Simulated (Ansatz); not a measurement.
TiC:
```cif
data_C2Ti2
_chemical_formula_sum 'Ti2 C2'
_space_group_name_H-M_alt 'P63/mmc'
_space_group_IT_number 194
_space_group_name_Hall '-P 6c 2c'
_cell_length_a 3.60487
_cell_length_b 3.60487
_cell_length_c 4.28511
_cell_angle_alpha 90.000
_cell_angle_beta 90.000
_cell_angle_gamma 120.000
loop_
_atom_site_label
_atom_site_type_symbol
_atom_site_symmetry_multiplicity
_atom_site_Wyckoff_symbol
_atom_site_fract_x
_atom_site_fract_y
_atom_site_fract_z
_atom_site_occupancy
Ti1 Ti 2 c 0.33333 0.66667 0.25000 1
C1 C 2 d 0.66667 0.33333 0.25000 1
```

Relaxed with r²SCAN.

Question: Which orbitals make up the states near the Fermi level in DFT-r²SCAN in the program Ansatz with PAW potentials?

Answer: Within 0.5 eV of the Fermi level: Ti 3d 76 %, C 2p 22 %. Projections are on Löwdin-orthogonalised atomic valence shells; empty p or d shells of many metals are not among them.

Question: Tabulate the density of states.

Answer: States/eV per cell of 4 atoms, in 0.25 eV bins, energy from the Fermi level.

```
E (eV)  total  Ti 3d  C 2p  Ti 4s
------  -----  -----  ----  -----
-7.85    0.00   0.00  0.00   0.00
-7.60    0.00   0.00  0.00   0.00
-7.35    0.00   0.00  0.00   0.00
-7.10    0.00   0.00  0.00   0.00
-6.85    0.00   0.00  0.00   0.00
-6.60    0.00   0.00  0.00   0.00
-6.35    0.00   0.00  0.00   0.00
-6.10    0.00   0.00  0.00   0.00
-5.85    0.00   0.00  0.00   0.00
-5.60    0.00   0.00  0.00   0.00
-5.35    0.00   0.00  0.00   0.00
-5.10    0.00   0.00  0.00   0.00
-4.85    0.00   0.00  0.00   0.00
-4.60    1.38   0.40  0.75   0.15
-4.35    2.50   0.76  1.35   0.25
-4.10    2.55   0.76  1.41   0.23
-3.85    2.64   0.82  1.46   0.19
-3.60    2.33   0.76  1.30   0.13
-3.35    1.50   0.53  0.83   0.06
-3.10    2.02   0.81  1.10   0.04
-2.85    4.32   1.67  2.47   0.04
-2.60    6.53   2.56  3.73   0.03
-2.35    5.12   1.99  2.94   0.03
-2.10    5.55   2.12  3.25   0.03
-1.85    4.44   1.83  2.47   0.04
-1.60    3.12   1.44  1.59   0.04
-1.35    1.31   0.68  0.60   0.00
-1.10    0.92   0.50  0.40   0.00
-0.85    0.76   0.44  0.30   0.00
-0.60    0.53   0.32  0.20   0.00
-0.35    0.26   0.15  0.10   0.00
-0.10    0.26   0.18  0.08   0.00
0.15     0.64   0.50  0.13   0.00
0.40     0.99   0.82  0.15   0.00
0.65     1.25   1.10  0.13   0.00
0.90     1.38   1.23  0.12   0.00
1.15     1.61   1.45  0.13   0.00
1.40     2.32   2.11  0.15   0.01
1.65     2.49   2.29  0.12   0.01
1.90     2.63   2.44  0.10   0.02
2.15     1.57   1.46  0.05   0.01
2.40     2.04   1.77  0.13   0.05
2.65     2.89   2.46  0.21   0.07
2.90     4.15   3.60  0.30   0.08
3.15     4.97   4.19  0.52   0.07
3.40     4.61   3.83  0.58   0.04
3.65     2.87   2.27  0.46   0.03
3.90     3.98   3.12  0.69   0.04
```

Space group P6_3/mmc. The start of the workflow was typed in or built on a structure type; neither database checked (COD, Materials Project) lists it. It is not the phase usual at ambient conditions (space group No. 225). Symmetry was held in the r²SCAN relaxation; its stability against distortions is not shown here. No spin polarisation was allowed. The volume moved by -16 % from the start of the relaxation.

Potentials: the later of the program's two PAW sets.
